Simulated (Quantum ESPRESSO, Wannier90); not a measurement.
# CdSe (zinc blende): Wannier90 run

Structure: Materials Project mp-2691, symmetrised, not relaxed again. Not found in the COD (Crystallography Open Database) copy used, which has the formula in other groups; not checked further. Method: PBEsol plane waves in Quantum ESPRESSO 7.5 (PseudoDojo norm-conserving files, 82 Ry, spinors with spin-orbit coupling), Bloch states on a 6×6×6 mesh through Γ, Wannier90 4.0.1. Density: 10×10×10 mesh, Gaussian smearing 0.01 Ry.

The plane-wave run has 62 bands and 36 electrons a cell. On the energy scale of pw.x, whose zero is arbitrary, the valence-band maximum lies at 7.35 eV.

Input w.win, without the blocks of cell, atoms and k-points (216 lines):

```
num_bands = 34
num_wann = 16
exclude_bands = 1-18,21-30
spinors = true
num_iter = 800
conv_tol = 1.0e-6
conv_window = 4
dis_num_iter = 1000
dis_conv_tol = 1.0e-6
dis_froz_max = 9.16
write_hr = true
write_u_matrices = true
begin projections
Cd: s;p
Se: s;p
end projections
mp_grid = 7 6 6
```

Task: Check the input against the numbers above: what is wrong, and how is it mended?

Result: wannier90.x -pp stops with:
```
Error: Wrong number of lines in block kpoints
```
The product of the three numbers of mp_grid differs from the number of lines in the kpoints block. Mended as below, all else unchanged, the run goes through (Ω_I = 23.9 Å²) and follows the plane-wave bands to 4.2 meV rms (states up to 1.3 eV relative to the valence-band maximum).
```
mp_grid = 6 6 6
```
